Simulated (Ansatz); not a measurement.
Ca: energy along a strain

Ca, Immm, a = 4.193 Å, b = 4.203 Å, c = 4.891 Å (as given, not relaxed at this level: -2.0 GPa). This isn't the element's structure at ambient conditions. Ansatz: LDA, PAW, 420 eV, Γ-centred 16×16×16 mesh on 1 atom, Gaussian smearing 0.15 eV; no spin polarisation. Cell vectors (Å): -2.096 2.102 2.445; 2.096 -2.102 2.445; 2.096 2.102 -2.445. The cell is strained by x per cent times the pattern (1 0 0 0 0 0) in the order xx yy zz yz xz xy (engineering shears), with fractional coordinates held. y is the free energy over the start, V0 = 43.099 Å³/atom.

```
x (%) y (meV/atom)
-6.00        -24.02
-3.00        -14.68
 0.00          0.00
 1.50          8.93
 4.50         29.35
 6.00             ?
```

Fit y = c1 x + c2 x² + c3 x³ to the other rows, get the stiffness along the pattern, and predict the missing energy.

Least squares on the rows shown. y = 5.6422 x + 0.22869 x² − 0.0073967 x³. The clamped-ion stiffness p·C·p = 2 × 2.287 eV × 160.2 / 43.099 Å³ = 17.0 GPa, which is C11 in these axes (second derivative at the start, which stands under stress). At x = 6.00 the fit asked for gives 40.49 meV/atom. The run gave 40.62 meV/atom, so the fit is 0.13 meV/atom too low, a small miss on the scale of the series.